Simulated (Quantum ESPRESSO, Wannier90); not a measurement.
# PbI2 (CdI2 type), plane waves to Wannier functions

```
CELL_PARAMETERS angstrom
      4.61269     0.00000     0.00000
     -2.30635     3.99471     0.00000
      0.00000     0.00000     7.25703
ATOMIC_POSITIONS crystal
  Pb 0.00000 0.00000 0.00000
  I  0.66667 0.33333 0.74095
  I  0.33333 0.66667 0.25905
```

Structure: Materials Project mp-22893, symmetrised, not relaxed again. COD (Crystallography Open Database) has the formula in 4 space groups, this one among them (matched by group alone). Computed values, not measurements, from PBEsol: Quantum ESPRESSO (norm-conserving PseudoDojo potentials, cutoff 56 Ry, no spin polarisation, no spin-orbit coupling) on a Γ-centred 6×6×4 mesh, then Wannier90. Density: 12×12×4 mesh, cold smearing 0.01 Ry. Spin-orbit coupling is left out although heavy elements are present.

Functional, cutoff and mesh named above are those of the base row (56); the first column says what each row takes instead. Model: 9 functions from bands 6-14, start SCDM (isolated) (the valence bands). Energies are relative to the valence-band maximum; the misfit is to pw.x on a path, for all bands of the set. Only the plane-wave cutoff changes (density cutoff four times as high). Ω_total can sit in another minimum from row to row; Ω_I of an isolated set cannot.

```tsv
ecutwfc (Ry)	Ω_I (Å²)	Ω_total (Å²)	rms misfit (meV)	gap (eV)	ΔE to highest cutoff (meV/atom)	plane waves a k-point, about (cost)	rough cost of nscf and overlaps (first row = 1)
28	16.39	18.53	1.9	2.238	3179.5	2300	1.0
35	16.37	18.51	1.9	2.234	527.3	3200	1.5
42	16.36	18.50	2.2	2.236	84.1	4100	1.7
56	16.36	18.50	1.9	2.238	(withheld)	6400	4
70	16.36	18.50	1.9	2.238	0.5	8900	4
88	16.36	18.50	2.1	2.238	0.0	13000	6
```

Problem. Some entries are withheld; supply them.

Solution. 
- 56, ΔE to highest cutoff (meV/atom): 8.3
